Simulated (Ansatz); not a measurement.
An ordered 4-atom cell of Sn₂TeSe on the rocksalt lattice (R-3m): a relaxation of cell and atoms in the plane-wave code Ansatz (r2SCAN). It starts from the PBE minimum.

input.yaml:
```yaml
crystal:
  lattice:
    - [2.2039608861, 1.2724574108, 7.1748514545]
    - [-2.2039608861, 1.2724574108, 7.1748514545]
    - [0.0, -2.5449148217, 7.1748514545]
  atoms:
    - { symbol: Se, position: [1.0, 0.0, 0.0] }
    - { symbol: Te, position: [0.5, 0.5, 0.5] }
    - { symbol: Sn, position: [0.2555815872, 0.2555815872, 0.2555815872] }
    - { symbol: Sn, position: [0.7444184128, 0.7444184128, 0.7444184128] }
kpoints:
  mp_grid: { grid: [6, 6, 6] }
hamiltonian:
  xc: r2scan
scf:
  occupations: { method: fermi_dirac, width: 0.02 }
relax:
  f_tol: 0.005
  cell: {}
```

Output, abridged:
```
Functional definition: r2SCAN
Crystal: 4 atoms, lattice volume = 120.729 Å³
Basis set: ecut = 500 eV, 3009 PW (Γ), FFT grids on a1−a3, a2−a3, a3
Bands: 36, of which v1, the nominal top of the filled ones, is band 30 counted from 1 (29 counted from 0)
Symmetry: 12 space group operations
Space group: R-3m (ITA 166)
k-points: 32 of 216
SCF 1 converged in 7 iterations: F = -24551.539298 eV  dr2 = 2.10e-8
relax step 1: F+E_penalty+E_count = -24551.53929834 eV  max|allowed force component| = 1.262e-2 eV/Å  Δτ_max = 0.0000 Å  P = -0.857 GPa  Ω = 120.729 Å³
SCF 2 converged in 6 iterations: F = -24551.544623 eV  dr2 = 4.29e-8
relax step 2: F+E_penalty+E_count = -24551.54462313 eV  max|allowed force component| = 2.166e-2 eV/Å  Δτ_max = 0.0039 Å  P = +0.349 GPa  Ω = 117.653 Å³
SCF 3 converged in 5 iterations: F = -24551.545552 eV  dr2 = 1.00e-7
relax step 3: F+E_penalty+E_count = -24551.54555157 eV  max|allowed force component| = 5.582e-3 eV/Å  Δτ_max = 0.0037 Å  P = -0.012 GPa  Ω = 118.512 Å³
SCF 4 converged in 6 iterations: F = -24551.545559 eV  dr2 = 3.08e-10
relax step 4: F+E_penalty+E_count = -24551.54555941 eV  max|allowed force component| = 2.062e-3 eV/Å  Δτ_max = 0.0010 Å  P = -0.003 GPa  Ω = 118.491 Å³
SCF 5 converged in 4 iterations: F = -24551.545444 eV  dr2 = 2.49e-11
relax step 5: F+E_penalty+E_count = -24551.54544358 eV  max|allowed force component| = 2.061e-3 eV/Å  Δτ_max = 0.0000 Å  P = -0.004 GPa  Ω = 118.491 Å³  (SCF on a basis re-selected at this cell)
SCF converged after 4 iterations
Free energy (F): -24551.545444 eV
Internal energy: -24551.545170 eV  (E = F + TS)
E sigma→0 (E₀):  -24551.545307 eV
Entropy (-TS):   -0.000273 eV (-0.068 meV/atom)
Fermi energy:    9.453980 eV
--- Forces (eV/Å), atoms counted from 1 ---
  atom   1  Se      0.00000      0.00000      0.00000
  atom   2  Te      0.00000      0.00000      0.00000
  atom   3  Sn      0.00000      0.00000      0.00206
  atom   4  Sn      0.00000      0.00000    -0.00206
--- Stress (GPa, compression-positive) ---
       -0.003573       0.000000       0.000000
        0.000000      -0.003573       0.000000
        0.000000       0.000000      -0.006075
  P = ⅓ Tr σ = -0.0044 GPa (-0.044 kbar)
--- Relaxed structure (4 steps of the walk, 4 accepted, 1 SCFs on fresh bases) ---
  F+E_penalty+E_count = -24551.54544358 eV   max|allowed force component| = 2.061e-3 eV/Å
  cell:  # Å, volume = 118.4911 Å³
    - [2.191187, 1.265082, 7.124202]
    - [-2.191187, 1.265082, 7.124202]
    - [0.000000, -2.530165, 7.124202]
  atoms:
    - { symbol: Se, position: [1.000000, 0.000000, 0.000000] }
    - { symbol: Te, position: [0.500000, 0.500000, 0.500000] }
    - { symbol: Sn, position: [0.255529, 0.255529, 0.255529] }
    - { symbol: Sn, position: [0.744471, 0.744471, 0.744471] }
```

In 4 steps the volume changed by -1.9 %; between the first SCF and the last, each on a basis chosen for its cell, the energy fell by 1.5 meV an atom. At the end: it is trigonal, R-3m (No. 166); a = 4.382 Å, c = 21.373 Å in the conventional setting, 29.62 Å³ an atom. Around Se lie 6 Sn at 3.03 Å; around Te lie 6 Sn at 3.16 Å; around Sn lie 3 Se at 3.03 Å and 3 Te at 3.16 Å.

These are computed values for a spin-unpolarised cell that may be hypothetical; none is a measurement.
